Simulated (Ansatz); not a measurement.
The relaxed structure here is a generated cell of Pt: the first start was made by placing the elements on the sites of a structure type, and the end was not matched to a known phase here, so it may be hypothetical. Known forms of Pt include space group No. 225.

A relaxed cell of Pt (P6/mmm (No. 191)), relaxed on a k-mesh at least as fine as the one used below. Computed with PBEsol (plane waves to 420 eV, PAW, scalar-relativistic; Ansatz, a program for electronic structure). Γ-centred k-mesh 4×8×12 on the run's cell (coarser than for final values), Fermi–Dirac smearing 0.05 eV.

```xyz
6
Lattice="8.9404 0.0000 0.0000 -2.2351 3.8713 0.0000 0.0000 0.0000 2.6679" Properties=species:S:1:pos:R:3 pbc="T T T"
Pt     0.0000     0.0000     0.0000
Pt     4.4702     0.0000     0.0000
Pt     0.0000     2.5809     1.3340
Pt     4.4702     2.5809     1.3340
Pt     2.2351     1.2904     1.3340
Pt     6.7053     1.2904     1.3340
```

The atoms are displaced by (Å):

```csv
atom,ux,uy,uz
Pt1,-0.091,0.112,0.027
Pt2,0.199,0.160,0.025
Pt3,-0.031,-0.051,0.099
Pt4,-0.114,0.120,0.065
Pt5,0.059,0.082,0.105
Pt6,-0.028,-0.067,0.044
```

Problem. What forces (eV/Å) and pressure result?

Solution. 
| atom | Fx | Fy | Fz |
|---|---|---|---|
| Pt1 | 1.03 | -0.82 | 0.15 |
| Pt2 | -2.70 | -0.27 | 0.17 |
| Pt3 | 0.11 | 1.47 | -0.08 |
| Pt4 | 2.14 | -2.61 | -0.11 |
| Pt5 | -1.24 | -1.68 | -0.02 |
| Pt6 | 0.66 | 3.92 | -0.12 |

Pressure +7.7 GPa.

Problem. Estimate the energy cost of the displacement in the harmonic approximation and compare with the calculation.

Solution. For a harmonic well ΔE = −½ Σ F·u = 0.953 eV a cell, or 159 meV/atom. The calculated energy relative to the undisplaced cell is +0.14 eV/atom, so the harmonic estimate holds well.

The undisplaced cell is probably no minimum: from this displacement the run went on to I4/mmm (No. 139), 0.15 eV/atom below it.

No spin polarisation in the result.
